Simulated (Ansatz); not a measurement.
# ZnS with yttrium replacing Zn: gradients before and after relaxing the atoms

Start: a supercell of ZnS (space group P6_3mc) built from an entry of the Crystallography Open Database (COD), with all atoms left at the host's positions.

```
Y Zn S
1.0
     7.64540    0.00000    0.00000
    -5.73405    9.93167    0.00000
     0.00000    0.00000   12.52000
Y Zn S
1 23 24
Cartesian
  0.0000 0.0000 0.0000
  -1.9113 3.3106 0.0000
  -3.8227 6.6211 0.0000
  3.8227 0.0000 0.0000
  1.9114 3.3106 0.0000
  0.0000 6.6211 0.0000
  0.0000 0.0000 6.2600
  -1.9113 3.3106 6.2600
  -3.8227 6.6211 6.2600
  3.8227 0.0000 6.2600
  1.9114 3.3106 6.2600
  0.0000 6.6211 6.2600
  0.0000 2.2070 3.1300
  -1.9114 5.5176 3.1300
  -3.8227 8.8281 3.1300
  3.8227 2.2070 3.1300
  1.9113 5.5176 3.1300
  0.0000 8.8281 3.1300
  1.9114 1.1035 9.3900
  0.0000 4.4141 9.3900
  -1.9113 7.7246 9.3900
  5.7341 1.1035 9.3900
  3.8227 4.4141 9.3900
  1.9114 7.7246 9.3900
  0.0000 0.0000 2.3475
  -1.9113 3.3106 2.3475
  -3.8227 6.6211 2.3475
  3.8227 0.0000 2.3475
  1.9114 3.3106 2.3475
  0.0000 6.6211 2.3475
  0.0000 0.0000 8.6075
  -1.9113 3.3106 8.6075
  -3.8227 6.6211 8.6075
  3.8227 0.0000 8.6075
  1.9114 3.3106 8.6075
  0.0000 6.6211 8.6075
  0.0000 2.2070 5.4775
  -1.9114 5.5176 5.4775
  -3.8227 8.8281 5.4775
  3.8227 2.2070 5.4775
  1.9113 5.5176 5.4775
  0.0000 8.8281 5.4775
  1.9114 1.1035 11.7375
  0.0000 4.4141 11.7375
  -1.9113 7.7246 11.7375
  5.7341 1.1035 11.7375
  3.8227 4.4141 11.7375
  1.9114 7.7246 11.7375
```

Sites (sets of like atoms) are named by element and the number of their first atom in this list.

Level of theory: DFT, PBE, plane waves and PAW, scalar-relativistic, 420 eV cutoff, Γ-centred 3×2×2 k-points, Fermi–Dirac smearing 0.01 eV, cell charge +1 (Ansatz 0.2.0).

The largest force at the start is 3.5 eV/Å. Relaxing the ions at fixed cell moves them by 0.270 Å at most (atom 48, S) and 0.084 Å rms.

| site | atom | moved (Å) | first shell before | first shell after | V_zz before (10²¹ V/m²) | η before |
| --- | --- | --- | --- | --- | --- | --- |
| Y | 1 | 0.047 | 4 S at 2.34–2.35 Å | 4 S at 2.56–2.58 Å | 0.23 | 0.50 |
| Zn4 | 4 | 0.048 | 4 S at 2.34–2.35 Å | 4 S at 2.32–2.34 Å | 1.31 | 0.99 |
| Zn18 | 18 | 0.095 | 4 S at 2.34–2.35 Å | 4 S at 2.32–2.36 Å | 1.39 | 0.37 |
| S25 | 25 | 0.203 | 3 Zn at 2.34 Å, 1 Y at 2.35 Å | 3 Zn at 2.36 Å, 1 Y at 2.58 Å | -7.62 | 0.03 |
| S28 | 28 | 0.011 | 4 Zn at 2.34–2.35 Å | 4 Zn at 2.32–2.35 Å | -0.94 | 0.40 |
| S34 | 34 | 0.033 | 4 Zn at 2.34–2.35 Å | 4 Zn at 2.32–2.33 Å | -0.55 | 0.02 |
| S37 | 37 | 0.053 | 4 Zn at 2.34–2.35 Å | 4 Zn at 2.32–2.34 Å | 0.96 | 0.30 |
| S38 | 38 | 0.013 | 4 Zn at 2.34–2.35 Å | 4 Zn at 2.33 Å | 0.62 | 0.10 |
| S39 | 39 | 0.046 | 4 Zn at 2.34–2.35 Å | 4 Zn at 2.32–2.34 Å | 1.06 | 0.26 |
| S40 | 40 | 0.005 | 4 Zn at 2.34–2.35 Å | 4 Zn at 2.33–2.34 Å | 0.55 | 0.19 |
| S42 | 42 | 0.045 | 4 Zn at 2.34–2.35 Å | 4 Zn at 2.32–2.34 Å | 1.06 | 0.26 |
| S44 | 44 | 0.045 | 4 Zn at 2.34–2.35 Å | 4 Zn at 2.32–2.35 Å | 0.78 | 0.79 |
| S45 | 45 | 0.015 | 4 Zn at 2.34–2.35 Å | 4 Zn at 2.32–2.36 Å | -0.87 | 0.15 |
| S46 | 46 | 0.213 | 1 Y at 2.34 Å, 3 Zn at 2.34–2.35 Å | 3 Zn at 2.33–2.36 Å, 1 Y at 2.56 Å | -7.67 | 0.08 |
| S47 | 47 | 0.033 | 4 Zn at 2.34–2.35 Å | 4 Zn at 2.30–2.35 Å | -0.74 | 0.88 |
| S48 | 48 | 0.270 | 3 Zn at 2.34–2.35 Å, 1 Y at 2.34 Å | 3 Zn at 2.35–2.36 Å, 1 Y at 2.57 Å | -7.69 | 0.05 |

Question: How do the gradients change?

Answer: 

```json
{"site": "Y", "atom": "1", "V_zz after": "-1.24", "η after": "0.19", "change of V_zz": "–"}
{"site": "Zn4", "atom": "4", "V_zz after": "2.29", "η after": "0.03", "change of V_zz": "+0.98"}
{"site": "Zn18", "atom": "18", "V_zz after": "1.78", "η after": "0.91", "change of V_zz": "+0.39"}
{"site": "S25", "atom": "25", "V_zz after": "-5.77", "η after": "0.03", "change of V_zz": "+1.85"}
{"site": "S28", "atom": "28", "V_zz after": "1.14", "η after": "0.17", "change of V_zz": "–"}
{"site": "S34", "atom": "34", "V_zz after": "-0.78", "η after": "0.09", "change of V_zz": "–"}
{"site": "S37", "atom": "37", "V_zz after": "0.93", "η after": "0.39", "change of V_zz": "-0.03"}
{"site": "S38", "atom": "38", "V_zz after": "0.37", "η after": "0.45", "change of V_zz": "-0.25"}
{"site": "S39", "atom": "39", "V_zz after": "0.94", "η after": "0.45", "change of V_zz": "-0.12"}
{"site": "S40", "atom": "40", "V_zz after": "0.36", "η after": "0.82", "change of V_zz": "-0.19"}
{"site": "S42", "atom": "42", "V_zz after": "0.97", "η after": "0.46", "change of V_zz": "-0.09"}
{"site": "S44", "atom": "44", "V_zz after": "-0.77", "η after": "0.55", "change of V_zz": "-1.55"}
{"site": "S45", "atom": "45", "V_zz after": "0.64", "η after": "0.37", "change of V_zz": "–"}
{"site": "S46", "atom": "46", "V_zz after": "-6.53", "η after": "0.10", "change of V_zz": "+1.14"}
{"site": "S47", "atom": "47", "V_zz after": "-1.01", "η after": "0.31", "change of V_zz": "–"}
{"site": "S48", "atom": "48", "V_zz after": "-6.59", "η after": "0.03", "change of V_zz": "+1.10"}
```

The largest change of V_zz along a kept axis is on S25, from -7.62 to -5.77. Small gradients that grow severalfold: Y (0.23 to -1.24). In per cent, |V_zz| changes by +28 to +74 on Zn, -40 to -3 on S (all sites that start above 0.5, bar those whose gradient vanishes or changes sign or whose main axis turns by over 40°). Where |V_zz| stays above 0.1 and the axes keep their order, η moves most on Zn4, from 0.99 to 0.03. On S42, S39, S37, S44, S38, S41, Zn8, Zn17 (not all in the table) V_xx and V_yy change places (or their axes turn by over 50°), so the two values of η hide a larger change. V_zz changes sign on S44 (axis turned by 15°), S31 (axis turned by 10°) (not all in the table). On S28, S45, S47, S34, Y, S30, S27, S32 and 5 more sites (not all in the table) the largest principal value lies along another axis in the second run, so the two V_zz can't be compared directly. The table leaves out 32 of the 48 sites, with |V_zz| up to 7.65; their tensors move by 1.39 at most along any direction. The statements above cover all sites. The host's own positions weren't relaxed first, so part of the change far from the defect can be the host's relaxation.

The defect repeats with the cell of 48 atoms, so it feels its images: sites between two images don't show the values beside a lone defect, and zeros or small values of η there can come from the images' arrangement. S and Zn carry a gradient in the pure host already, so the values there aren't the defect's effect alone. A uniform background compensates the cell's charge. Without spin–orbit coupling (the program notes it for Y) the gradients are little affected as a rule: paired runs on crystals with a gap mostly move them by under 2 % at such atoms.
Before: The neighbours have not yet relaxed around the defect (largest force 3.5 eV/Å), so the values at and beside it are those of a strained start, not of the defect in a real crystal.
